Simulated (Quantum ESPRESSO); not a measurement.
## Si4O6FN (input and log of a self-consistent run)

Simulated, not a measurement. The program is pw.x of Quantum ESPRESSO 7.5 (plane-wave density functional theory). The cell is made up: 12 atoms on a rutile lattice, with randomly drawn elements, strain and displacements, not relaxed. PseudoDojo standard norm-conserving files (v0.5 for PBE, v0.4.1 for LDA and PBEsol) set the functional; there is no spin polarisation, spin-orbit coupling or dispersion term, and the masses in the input are unused placeholders.

Input:

```
&control calculation='scf', pseudo_dir='./dojo.nc.sr.pbe.v0_5.standard.upf', outdir='./o', disk_io='medium', tprnfor=.true., tstress=.true. /
&system ibrav=0, nat=12, ntyp=4, nbnd=38, ecutwfc=84.00895049, nosym=.true., tot_charge=0,
 occupations='smearing', smearing='fd', degauss=0.0018374661
/
&electrons conv_thr=7.350e-09, electron_maxstep=60, /
ATOMIC_SPECIES
F 1.0 F.upf
N 1.0 N.upf
O 1.0 O.upf
Si 1.0 Si.upf
CELL_PARAMETERS angstrom
4.3488 0.0248 0.0791
0.0248 4.2248 -0.0187
0.1 -0.0237 5.4872
ATOMIC_POSITIONS angstrom
Si 0.0021 0.0795 -0.0368
Si 2.1138 2.0624 1.4128
Si 0.0835 -0.0257 2.6758
Si 2.2539 2.1173 4.1702
O 1.2807 1.2904 0.0723
O 2.8678 2.9131 -0.0664
O 3.6503 0.8663 1.4552
F 0.7947 3.3859 1.3394
O 1.3636 1.235 2.7254
N 3.1874 2.9377 2.7016
O 3.4552 0.8397 4.2214
O 0.966 3.3344 4.1199
K_POINTS automatic
5 5 4 1 1 1
```

The log is shortened where brackets say so; the opening notice, blank lines, dates and the lines on written files are dropped, and the path of the files is cut. It prints rydbergs, bohrs and kilobars, and counts compression as positive stress. With no partly filled state, the Fermi energy that it prints is only some level between the filled and the empty states on the mesh, and need not lie in the true gap.

```
     Program PWSCF v.7.5
     Parallel version (MPI & OpenMP), running on       1 processor cores
     Number of MPI processes:                 1
     Threads/MPI process:                     1
     [start-up lines left out]
     bravais-lattice index     =            0
     lattice parameter (alat)  =       8.2195  a.u.
     unit-cell volume          =     680.0733 (a.u.)^3
     number of atoms/cell      =           12
     number of atomic types    =            4
     number of electrons       =        64.00
     number of Kohn-Sham states=           38
     kinetic-energy cutoff     =      84.0090  Ry
     charge density cutoff     =     336.0358  Ry
     scf convergence threshold =      7.3E-09
     mixing beta               =       0.7000
     number of iterations used =            8  plain     mixing
     Exchange-correlation= PBE
                           (   1   4   3   4   0   0   0)
     [axes and pseudopotential details left out]
   Cartesian axes
     site n.     atom                  positions (alat units)
         1        Si     tau(   1) = (   0.0004828   0.0182776  -0.0084606  )
         2        Si     tau(   2) = (   0.4859768   0.4741596   0.3248122  )
         3        Si     tau(   3) = (   0.0191972  -0.0059086   0.6151844  )
         4        Si     tau(   4) = (   0.5181868   0.4867815   0.9587570  )
         5        O      tau(   5) = (   0.2944415   0.2966716   0.0166223  )
         6        O      tau(   6) = (   0.6593265   0.6697413  -0.0152658  )
         7        O      tau(   7) = (   0.8392285   0.1991682   0.3345603  )
         8        F      tau(   8) = (   0.1827069   0.7784412   0.3079371  )
         9        O      tau(   9) = (   0.3135008   0.2839348   0.6265878  )
        10        N      tau(  10) = (   0.7328047   0.6753970   0.6211160  )
        11        O      tau(  11) = (   0.7943737   0.1930527   0.9705283  )
        12        O      tau(  12) = (   0.2220899   0.7666010   0.9471927  )
     number of k points=    50  Fermi-Dirac smearing, width (Ry)=  0.0018
                       cart. coord. in units 2pi/alat
        k(    1) = (   0.0976539   0.1028132   0.0977493), wk =   0.0400000
        k(    2) = (   0.0940430   0.1037118   0.2959888), wk =   0.0400000
     [further k points left out]
     Dense  grid:    70723 G-vectors     FFT dimensions: (  48,  48,  64)
     Estimated max dynamical RAM per process >     100.97 MB
     Initial potential from superposition of free atoms
     starting charge      63.9975, renormalised to      64.0000
     Starting wfcs are   48 randomized atomic wfcs
     total cpu time spent up to now is        7.6 secs
     per-process dynamical memory:    63.0 Mb
     Self-consistent Calculation
     iteration #  1     ecut=    84.01 Ry     beta= 0.70
     Davidson diagonalization with overlap
     ethr =  1.00E-02,  avg # of iterations =  2.8
     total cpu time spent up to now is       27.7 secs
     total energy              =    -301.85818731 Ry
     estimated scf accuracy    <       2.70724775 Ry
     iteration #  2     ecut=    84.01 Ry     beta= 0.70
     Davidson diagonalization with overlap
     ethr =  4.23E-03,  avg # of iterations =  3.0
     total cpu time spent up to now is       45.9 secs
     total energy              =    -302.45019289 Ry
     estimated scf accuracy    <       2.43452886 Ry
     iteration #  3     ecut=    84.01 Ry     beta= 0.70
     Davidson diagonalization with overlap
     ethr =  3.80E-03,  avg # of iterations =  2.2
     total cpu time spent up to now is       61.2 secs
     total energy              =    -302.96589577 Ry
     estimated scf accuracy    <       0.18138096 Ry
     iteration #  4     ecut=    84.01 Ry     beta= 0.70
     Davidson diagonalization with overlap
     ethr =  2.83E-04,  avg # of iterations =  2.5
     total cpu time spent up to now is       77.2 secs
     total energy              =    -302.99475732 Ry
     estimated scf accuracy    <       0.01449164 Ry
     iteration #  5     ecut=    84.01 Ry     beta= 0.70
     Davidson diagonalization with overlap
     ethr =  2.26E-05,  avg # of iterations = 10.2
     total cpu time spent up to now is       96.7 secs
     total energy              =    -302.99840841 Ry
     estimated scf accuracy    <       0.00356681 Ry
     [iterations 6 to 7 left out]
     iteration #  8     ecut=    84.01 Ry     beta= 0.70
     Davidson diagonalization with overlap
     ethr =  7.69E-08,  avg # of iterations =  2.0
     total cpu time spent up to now is      138.9 secs
     total energy              =    -302.99879510 Ry
     estimated scf accuracy    <       0.00001009 Ry
     iteration #  9     ecut=    84.01 Ry     beta= 0.70
     Davidson diagonalization with overlap
     ethr =  1.58E-08,  avg # of iterations =  3.0
     total cpu time spent up to now is      153.4 secs
     total energy              =    -302.99879830 Ry
     estimated scf accuracy    <       0.00000166 Ry
     iteration # 10     ecut=    84.01 Ry     beta= 0.70
     Davidson diagonalization with overlap
     ethr =  2.59E-09,  avg # of iterations =  2.0
     total cpu time spent up to now is      166.4 secs
     total energy              =    -302.99879840 Ry
     estimated scf accuracy    <       0.00000030 Ry
     iteration # 11     ecut=    84.01 Ry     beta= 0.70
     Davidson diagonalization with overlap
     ethr =  4.73E-10,  avg # of iterations =  2.0
     total cpu time spent up to now is      180.2 secs
     total energy              =    -302.99879845 Ry
     estimated scf accuracy    <       0.00000001 Ry
     iteration # 12     ecut=    84.01 Ry     beta= 0.70
     Davidson diagonalization with overlap
     ethr =  1.71E-11,  avg # of iterations =  3.0
     total cpu time spent up to now is      195.9 secs
     End of self-consistent calculation
          k = 0.0977 0.1028 0.0977 (  8830 PWs)   bands (ev):
   -18.5860 -11.7610 -10.1631  -9.6538  -9.2828  -8.6247  -8.3161  -3.1083
    -2.1919  -1.0865  -0.1848   0.9479   1.4285   1.6411   2.8798   3.2092
     3.6536   3.8353   4.2096   4.5625   4.8470   5.2718   5.4498   6.1341
     6.5690   6.8317   7.2614   7.9422   8.3197   8.6228   9.3885  11.3399
    13.6273  15.5576  16.3484  16.9002  17.4110  18.5482
     [levels at the other k points left out]
     the Fermi energy is    12.2237 ev
!    total energy              =    -302.99879846 Ry
     estimated scf accuracy    <          3.5E-09 Ry
     smearing contrib. (-TS)   =      -0.00000000 Ry
     internal energy E=F+TS    =    -302.99879846 Ry
     The total energy is F=E-TS. E is the sum of the following terms:
     one-electron contribution =     -41.90344468 Ry
     hartree contribution      =      68.43621330 Ry
     xc contribution           =     -81.27513704 Ry
     ewald contribution        =    -248.25643003 Ry
     convergence has been achieved in  12 iterations
     Forces acting on atoms (cartesian axes, Ry/au):
     atom    1 type  4   force =    -0.12529056    0.04081720   -0.12603014
     atom    2 type  4   force =     0.23850260    0.01301678    0.04346320
     atom    3 type  4   force =    -0.18888904    0.02511232    0.18238908
     atom    4 type  4   force =     0.07479661    0.02744684   -0.14852568
     atom    5 type  3   force =    -0.00212256   -0.02063764   -0.00714480
     atom    6 type  3   force =     0.06018741    0.05538887    0.16068959
     atom    7 type  3   force =    -0.02068476   -0.03813751   -0.08489681
     atom    8 type  1   force =     0.07062449   -0.04227524   -0.06639206
     atom    9 type  3   force =    -0.02170478   -0.02122056    0.00244821
     atom   10 type  2   force =    -0.12703123   -0.04652657    0.01089248
     atom   11 type  3   force =     0.12005074   -0.07034162    0.00993903
     atom   12 type  3   force =    -0.07843891    0.07735714    0.02316791
     Total force =     0.543064     Total SCF correction =     0.000080
     Computing stress (Cartesian axis) and pressure
          total   stress  (Ry/bohr**3)                   (kbar)     P=       -0.44
  -0.00044445  -0.00087725  -0.00037654          -65.38     -129.05      -55.39
  -0.00087725   0.00037402   0.00015881         -129.05       55.02       23.36
  -0.00037654   0.00015881   0.00006154          -55.39       23.36        9.05
     init_run     :      7.17s CPU      7.56s WALL (       1 calls)
     electrons    :    180.69s CPU    188.31s WALL (       1 calls)
     forces       :      2.86s CPU      2.90s WALL (       1 calls)
     stress       :     10.31s CPU     10.35s WALL (       1 calls)
     [timing details left out]
     PWSCF        :   3m21.11s CPU   3m29.25s WALL
     JOB DONE.
```

In other units: free energy -4122.509 eV for the cell, pressure -0.04 GPa, largest force component 6.132 eV/Å. A rerun of the same cell at another strain at 1437 eV and a 7 x 7 x 6 mesh moved values by no more than 0.003 eV in energy, 0.04 GPa in stress and 0.002 eV/Å in force.